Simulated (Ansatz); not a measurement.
Values for one crystal, relaxed and computed with PBE in the plane-wave PAW code Ansatz; other levels are named.

| Property | Value |
|---|---|
| Volume per atom | 48.42 Å³ |
| Electronic character | metallic (no gap) |
| Bulk modulus (Birch–Murnaghan fit) | 28.6 GPa |
| Gap with spin–orbit coupling | none (metallic) |
| Density of states at the Fermi level | 0.43 states/eV per atom (mean over ±0.08 eV) |
| Pressure derivative B′ | 4.4 |

**Question.** Which of these materials gives this?
A) Rh, diamond
B) Sn, diamond
C) Rh, fcc (Cu type)
D) Bi, diamond

**Answer.** D, Bi, diamond

Space group Fd-3m (diamond). The start of the workflow was typed in or built on a structure type; neither database checked (COD, Materials Project) lists it. It is not the phase usual at ambient conditions (space group No. 166). The PBE relaxation kept the symmetry of its start; whether a distortion lowers the energy is not shown. Spin–orbit coupling is left out wherever it is not named.

Potentials: the earlier of the program's two PAW sets.
